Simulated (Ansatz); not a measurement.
Relax this structure to zero stress and force, keeping its symmetry:

Space group R3m:H (No. 160). a = 3.361 Å, b = 3.361 Å, c = 26.140 Å, α = 90.00°, β = 90.00°, γ = 120.00°
```json
{"atom": "Zn", "site": "3a", "symmetry": "3m", "x": "0.0000", "y": "0.0000", "z": "0.2184"}
{"atom": "In", "site": "3a", "symmetry": "3m", "x": "0.0000", "y": "0.0000", "z": "0.0028"}
{"atom": "Ga", "site": "3a", "symmetry": "3m", "x": "0.6667", "y": "0.3333", "z": "0.1204"}
{"atom": "O", "site": "3a", "symmetry": "3m", "x": "0.0000", "y": "0.0000", "z": "0.2951"}
{"atom": "O", "site": "3a", "symmetry": "3m", "x": "0.6667", "y": "0.3333", "z": "0.0447"}
{"atom": "O", "site": "3a", "symmetry": "3m", "x": "0.0000", "y": "0.0000", "z": "0.1217"}
{"atom": "O", "site": "3a", "symmetry": "3m", "x": "0.6667", "y": "0.3333", "z": "0.1969"}
```

Theory: DFT PBE, scalar-relativistic, plane waves, PAW (Ansatz).

Plane waves to 420 eV, a k mesh through Γ of 12×12×12 on the computed 7-atom cell and Gaussian smearing (0.02 eV); no spin polarisation.

Question: What does it relax to?

Answer: The volume falls by 0.05 Å³/atom to 12.13 Å³/atom, and the energy falls by 0.2 meV/atom. Final structure:
```
CELL_PARAMETERS angstrom
1.67809 0.96884 8.70377
-1.67809 0.96884 8.70377
0.00000 -1.93769 8.70377
ATOMIC_POSITIONS crystal
Zn 0.21881 0.21881 0.21881
In 0.00308 0.00308 0.00308
Ga 0.78705 0.78705 0.78705
O 0.29527 0.29527 0.29527
O 0.71123 0.71123 0.71123
O 0.12104 0.12104 0.12104
O 0.86353 0.86353 0.86353
```

Cost: 1 run of about 11 core-minutes, on Intel Xeon Processor @ 2.70GHz (shared hosts).